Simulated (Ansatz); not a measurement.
Data:

YB₂:
```xyz
3
Lattice="-1.4263 1.4263 4.5810 1.4263 -1.4263 4.5810 1.4263 1.4263 -4.5810" Properties=species:S:1:pos:R:3 pbc="T T T"
Y      0.0000     0.0000     0.0000
B      0.0000     0.0000     2.6076
B      0.0000     0.0000     6.5544
```

This is the PBE-relaxed structure.

Task: All from the program Ansatz at the PBE level (PAW), unless another level is named. Predict the electronic character.

Result: metallic (no gap).

Task: Predict the density of states at the Fermi level.

Result: 0.45 states/eV per atom (mean over ±0.08 eV).

Task: Predict the formation energy from the elements (no fitted shifts).

Result: 721 meV/atom.

Space group I4/mmm (MoSi2 or CaC2 type). The cell is a constructed one: a structure type filled with these elements; neither database checked (COD, Materials Project) lists it. COD files the formula under space group No. 191. Its standing as an ambient phase is unchecked. The cell was relaxed with PBE under the symmetry of its start; its stability against distortions is not shown here. The run is not spin-polarised. The references are the lowest solids computed at this level, not always the standard phases. Scalar-relativistic: spin–orbit coupling is off unless named, which matters more the heavier the elements.

Potentials: the earlier of the program's two PAW sets.
